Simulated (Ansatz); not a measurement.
Task: Name crystals whose computed values (the program Ansatz at the LDA level (PAW)) fall in these windows: ε∞ 18 to 24; G_Hill (GPa) 130 to 160; highest Γ mode, no LO–TO term (cm⁻¹) 450 to 590.

Result: 

```csv
crystal,ε∞,G_Hill (GPa),"highest Γ mode, no LO–TO term (cm⁻¹)"
"FeS2, Pnnm (Fe on 2a, S on 4g)",20.1,148,497
```
Others may fit too.

The cell was relaxed under the symmetry of its start. Rows with no word on spin ran without spin polarisation.

Potentials: the later of the program's two PAW sets.
